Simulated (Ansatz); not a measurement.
ZrBr: energy from the work of forces and stress

```
Zr Br
1.0
     3.45439    0.00000    0.00000
    -1.72719    2.99159    0.00000
     0.00000    0.00000    9.98886
Zr Br
2 2
Direct
  0.66667 0.33333 0.62348
  0.33333 0.66667 0.37652
  0.66667 0.33333 0.18258
  0.33333 0.66667 0.81742
```

The calculation used Ansatz, DFT PBEsol, scalar-relativistic, plane waves, PAW.

Settings: cutoff 420 eV, Γ-centred mesh 15×15×4 on the computed 4-atom cell, Gaussian smearing of 0.10 eV; no spin polarisation.

At the start the stress (GPa, compression positive, xx yy zz yz xz xy) is -3.14 -3.14 -2.34 0.00 0.00 0.00 and the forces (eV/Å) are Zr1 (0.00, 0.00, 0.14); Zr2 (0.00, 0.00, -0.14); Br3 (0.00, 0.00, 0.29); Br4 (0.00, 0.00, -0.29). Each variant moves atoms by u and then strains the cell by ε, so an atom ends at (r + u)(1 + ε); shears are tensor components, each standing twice in ε. The starting volume is 103.23 Å³.

Variant 1: strain (xx yy zz yz xz xy, %) 1.65 1.65 10.65 0.00 0.00 0.00, moves (Å) Zr1 (0.000, 0.000, 0.051); Zr2 (0.000, 0.000, -0.051); Br3 (0.000, 0.000, -0.132); Br4 (0.000, 0.000, 0.132). There the stress is -7.64 -7.64 -18.74 0.00 0.00 0.00 GPa and the forces (eV/Å) are Zr1 (0.00, 0.00, 0.37); Zr2 (0.00, 0.00, -0.37); Br3 (0.00, 0.00, 2.01); Br4 (0.00, 0.00, -2.01).

Variant 2: strain (xx yy zz yz xz xy, %) 2.08 2.08 0.58 0.00 0.00 0.00, moves (Å) Zr1 (0.000, 0.000, 0.040); Zr2 (0.000, 0.000, -0.040); Br3 (0.000, 0.000, -0.015); Br4 (0.000, 0.000, 0.015). There the stress is -6.23 -6.23 -5.12 0.00 0.00 0.00 GPa and the forces (eV/Å) are Zr1 (0.00, 0.00, -0.35); Zr2 (0.00, 0.00, 0.35); Br3 (0.00, 0.00, 0.39); Br4 (0.00, 0.00, -0.39).

Variant 3: strain (xx yy zz yz xz xy, %) 2.31 2.31 0.81 0.00 0.00 0.00, moves (Å) Zr1 (0.000, 0.000, -0.076); Zr2 (0.000, 0.000, 0.076); Br3 (0.000, 0.000, 0.038); Br4 (0.000, 0.000, -0.038). There the stress is -5.96 -5.96 -2.44 0.00 0.00 0.00 GPa and the forces (eV/Å) are Zr1 (0.00, 0.00, 1.24); Zr2 (0.00, 0.00, -1.24); Br3 (0.00, 0.00, 0.71); Br4 (0.00, 0.00, -0.71).

Variant 4: strain (xx yy zz yz xz xy, %) -4.56 -4.56 1.44 0.00 0.00 0.00, moves (Å) Zr1 (0.000, 0.000, -0.006); Zr2 (0.000, 0.000, 0.006); Br3 (0.000, 0.000, 0.212); Br4 (0.000, 0.000, -0.212). There the stress is 9.75 9.75 13.31 0.00 0.00 0.00 GPa and the forces (eV/Å) are Zr1 (0.00, 0.00, -1.79); Zr2 (0.00, 0.00, 1.79); Br3 (0.00, 0.00, -2.08); Br4 (0.00, 0.00, 2.08).

**Question.** Estimate each change of free energy from forces and stresses by the trapezoid rule along the path (r + tu)(1 + tε), t from 0 to 1, and compare with the computed change.

**Answer.** The derivative of the energy along the path is −F·u(1 + tε) for the atoms and −V σ(1 + tε)⁻¹ : ε for the cell, with F, σ and V taken at t (σ positive in compression; 1 eV/Å³ = 160.2 GPa). Averaging t = 0 and t = 1 gives, in meV per atom:
```
variant work on atoms work on cell sum computed
      1           75.7         217.4  293.1     323.1
      2            4.6          35.6   40.2      40.9
      3           16.9          37.8   54.7      54.8
      4           94.2          34.9  129.1     106.3
```

The rule is exact for a quadratic energy surface and overshoots a term ct³ by c/2, so the difference between the last two columns measures the net anharmonic part along the path (terms of opposite sign can cancel, and the finite basis adds a little): 0 to 21 % here. The largest difference belongs to a path far outside the harmonic range.

Each cell of ZrBr holds layers, and where no dispersion correction was added their binding is poorly described.